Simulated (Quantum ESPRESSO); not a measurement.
Mo5Sn2Al, input and log of a self-consistent run

Simulated, not a measurement. The program is pw.x of Quantum ESPRESSO 7.5 (plane-wave density functional theory). The cell is made up: eight metal atoms on a face-centred cubic lattice, with elements, volume, strain and displacements drawn at random and not relaxed, so it may be unstable or far from any real phase. PseudoDojo standard norm-conserving files set the functional (PBE unless stated); there is no spin polarisation or spin-orbit coupling, the Fermi-Dirac width of 0.25 eV means electrons at about 2900 K, and the masses in the input are unused placeholders. The tin pseudopotential is less sure than most, with forces differing by about three percent from a second method on plain tin. A spin test at this wide smearing found no moment, but such smearing suppresses magnetism that the real alloy may have.

Input:

```
&control calculation='scf', pseudo_dir='./dojo.nc.sr.pbe.v0_5.standard.upf', outdir='./o', disk_io='minimal', tprnfor=.true., tstress=.true. /
&system ibrav=0, nat=8, ntyp=3, nbnd=65, ecutwfc=79.96652505, nosym=.true., tot_charge=0,
 occupations='smearing', smearing='fd', degauss=0.0183746611
/
&electrons conv_thr=1.470e-08, electron_maxstep=70, mixing_beta=0.5 /
ATOMIC_SPECIES
Al 1.0 Al.upf
Mo 1.0 Mo.upf
Sn 1.0 Sn.upf
CELL_PARAMETERS angstrom
0.0052 2.0367 2.0881
-4.0557 2.0074 -2.0692
-4.2145 -6.2017 6.3454
ATOMIC_POSITIONS angstrom
Mo 0.1135 0.1021 -0.1007
Mo -4.1865 -4.1265 4.3047
Mo -3.9752 -2.2711 2.1011
Mo -4.0739 0.0711 -0.0672
Mo -2.1592 -2.1533 4.2227
Sn -2.0903 0.0594 2.0065
Sn -2.0376 1.9563 0.1086
Al -6.3519 -2.0545 4.2757
K_POINTS automatic
8 5 3 1 1 1
```

The log is shortened where brackets say so; the opening notice, blank lines, dates and the lines on written files are dropped, and the path of the files is cut. It prints rydbergs, bohrs and kilobars, and counts compression as positive stress. Its total energy is the free energy E - TS of the whole cell.

```
     Program PWSCF v.7.5
     Parallel version (MPI & OpenMP), running on       4 processor cores
     Number of MPI processes:                 4
     Threads/MPI process:                     1
     [start-up lines left out]
     bravais-lattice index     =            0
     lattice parameter (alat)  =       5.5122  a.u.
     unit-cell volume          =     947.2063 (a.u.)^3
     number of atoms/cell      =            8
     number of atomic types    =            3
     number of electrons       =       101.00
     number of Kohn-Sham states=           65
     kinetic-energy cutoff     =      79.9665  Ry
     charge density cutoff     =     319.8661  Ry
     scf convergence threshold =      1.5E-08
     mixing beta               =       0.5000
     number of iterations used =            8  plain     mixing
     Exchange-correlation= PBE
                           (   1   4   3   4   0   0   0)
     [axes and pseudopotential details left out]
   Cartesian axes
     site n.     atom                  positions (alat units)
         1        Mo     tau(   1) = (   0.0389111   0.0350029  -0.0345229  )
         2        Mo     tau(   2) = (  -1.4352541  -1.4146843   1.4757765  )
         3        Mo     tau(   3) = (  -1.3628143  -0.7785992   0.7203183  )
         4        Mo     tau(   4) = (  -1.3966515   0.0243751  -0.0230381  )
         5        Mo     tau(   5) = (  -0.7402366  -0.7382139   1.4476645  )
         6        Sn     tau(   6) = (  -0.7166157   0.0203640   0.6878866  )
         7        Sn     tau(   7) = (  -0.6985486   0.6706766   0.0372312  )
         8        Al     tau(   8) = (  -2.1776162  -0.7043424   1.4658344  )
     number of k points=    60  Fermi-Dirac smearing, width (Ry)=  0.0184
                       cart. coord. in units 2pi/alat
        k(    1) = (  -0.0830064   0.0338145   0.0545320), wk =   0.0333333
        k(    2) = (   0.0334523   0.1509930  -0.0600521), wk =   0.0333333
     [further k points left out]
     Dense  grid:    91501 G-vectors     FFT dimensions: (  32,  54, 108)
     Estimated max dynamical RAM per process >     313.69 MB
     Estimated total dynamical RAM >       1.16 GB
     Initial potential from superposition of free atoms
     starting charge     100.9873, renormalised to     101.0000
     Starting wfcs are   72 randomized atomic wfcs
     total cpu time spent up to now is        8.0 secs
     per-process dynamical memory:   257.0 Mb
     Self-consistent Calculation
     iteration #  1     ecut=    79.97 Ry     beta= 0.50
     Davidson diagonalization with overlap
     ethr =  1.00E-02,  avg # of iterations =  3.0
     Threshold (ethr) on eigenvalues was too large:
     Diagonalizing with lowered threshold
     Davidson diagonalization with overlap
     ethr =  7.61E-04,  avg # of iterations =  2.2
     total cpu time spent up to now is       41.9 secs
     total energy              =   -1022.15533440 Ry
     estimated scf accuracy    <       0.85853440 Ry
     iteration #  2     ecut=    79.97 Ry     beta= 0.50
     Davidson diagonalization with overlap
     ethr =  8.50E-04,  avg # of iterations =  4.7
     total cpu time spent up to now is       59.2 secs
     total energy              =   -1021.27505717 Ry
     estimated scf accuracy    <      16.20641893 Ry
     iteration #  3     ecut=    79.97 Ry     beta= 0.50
     Davidson diagonalization with overlap
     ethr =  8.50E-04,  avg # of iterations =  3.9
     total cpu time spent up to now is       76.0 secs
     total energy              =   -1022.14576648 Ry
     estimated scf accuracy    <       4.93353998 Ry
     iteration #  4     ecut=    79.97 Ry     beta= 0.50
     Davidson diagonalization with overlap
     ethr =  8.50E-04,  avg # of iterations =  2.0
     total cpu time spent up to now is       89.5 secs
     total energy              =   -1022.25261116 Ry
     estimated scf accuracy    <       2.47507984 Ry
     iteration #  5     ecut=    79.97 Ry     beta= 0.50
     Davidson diagonalization with overlap
     ethr =  8.50E-04,  avg # of iterations =  1.7
     total cpu time spent up to now is      101.2 secs
     total energy              =   -1022.32397919 Ry
     estimated scf accuracy    <       2.09564722 Ry
     [iterations 6 to 13 left out]
     iteration # 14     ecut=    79.97 Ry     beta= 0.50
     Davidson diagonalization with overlap
     ethr =  3.71E-09,  avg # of iterations =  1.8
     total cpu time spent up to now is      226.6 secs
     total energy              =   -1022.41788195 Ry
     estimated scf accuracy    <       0.00000143 Ry
     iteration # 15     ecut=    79.97 Ry     beta= 0.50
     Davidson diagonalization with overlap
     ethr =  1.42E-09,  avg # of iterations =  1.9
     total cpu time spent up to now is      246.5 secs
     total energy              =   -1022.41788184 Ry
     estimated scf accuracy    <       0.00000386 Ry
     iteration # 16     ecut=    79.97 Ry     beta= 0.50
     Davidson diagonalization with overlap
     ethr =  1.42E-09,  avg # of iterations =  1.0
     total cpu time spent up to now is      259.8 secs
     total energy              =   -1022.41788201 Ry
     estimated scf accuracy    <       0.00000108 Ry
     iteration # 17     ecut=    79.97 Ry     beta= 0.50
     Davidson diagonalization with overlap
     ethr =  1.07E-09,  avg # of iterations =  1.0
     total cpu time spent up to now is      273.8 secs
     total energy              =   -1022.41788204 Ry
     estimated scf accuracy    <       0.00000047 Ry
     iteration # 18     ecut=    79.97 Ry     beta= 0.50
     Davidson diagonalization with overlap
     ethr =  4.62E-10,  avg # of iterations =  1.0
     total cpu time spent up to now is      288.3 secs
     End of self-consistent calculation
     [lines on levels left out]
!    total energy              =   -1022.41788206 Ry
     estimated scf accuracy    <          8.5E-09 Ry
     smearing contrib. (-TS)   =      -0.13150956 Ry
     internal energy E=F+TS    =   -1022.28637251 Ry
     The total energy is F=E-TS. E is the sum of the following terms:
     one-electron contribution =    -263.53760550 Ry
     hartree contribution      =     194.05487073 Ry
     xc contribution           =    -193.65874075 Ry
     ewald contribution        =    -759.14489699 Ry
     convergence has been achieved in  18 iterations
     Forces acting on atoms (cartesian axes, Ry/au):
     atom    1 type  2   force =     0.00786234   -0.00192595    0.00647901
     atom    2 type  2   force =    -0.00561370    0.03043366   -0.02209373
     atom    3 type  2   force =    -0.05068988   -0.01337260    0.00629425
     atom    4 type  2   force =    -0.06054512   -0.02894517    0.02665075
     atom    5 type  2   force =     0.02470167    0.00124750    0.00630305
     atom    6 type  3   force =     0.00699920   -0.07946249    0.07483549
     atom    7 type  3   force =     0.01912041    0.08174467   -0.08076838
     atom    8 type  1   force =     0.05816507    0.01028038   -0.01770045
     Total force =     0.198856     Total SCF correction =     0.000388
     Computing stress (Cartesian axis) and pressure
          total   stress  (Ry/bohr**3)                   (kbar)     P=        1.13
  -0.00014186  -0.00005382  -0.00000743          -20.87       -7.92       -1.09
  -0.00005382   0.00003866   0.00009255           -7.92        5.69       13.61
  -0.00000743   0.00009255   0.00012616           -1.09       13.61       18.56
     init_run     :      6.65s CPU      7.00s WALL (       1 calls)
     electrons    :    277.92s CPU    280.30s WALL (       1 calls)
     forces       :      2.49s CPU      2.51s WALL (       1 calls)
     stress       :      7.03s CPU      7.04s WALL (       1 calls)
     [timing details left out]
     PWSCF        :   4m55.16s CPU   4m57.96s WALL
     JOB DONE.
```

In other units: free energy -13910.704 eV for the cell, pressure 0.11 GPa, largest force component 2.102 eV/Å in size. The run took 300 s of wall time with four MPI processes on a shared machine (Intel Xeon, 2023 or later, virtual cores), so the time is rough. A rerun of this cell at a higher cutoff and on a denser mesh moved values by no more than 0.015 eV in energy, 0.06 GPa in stress and 0.010 eV/Å in force, and a second program with other atomic files agreed on that cell to 2 % rms in force and 0.5 GPa in pressure.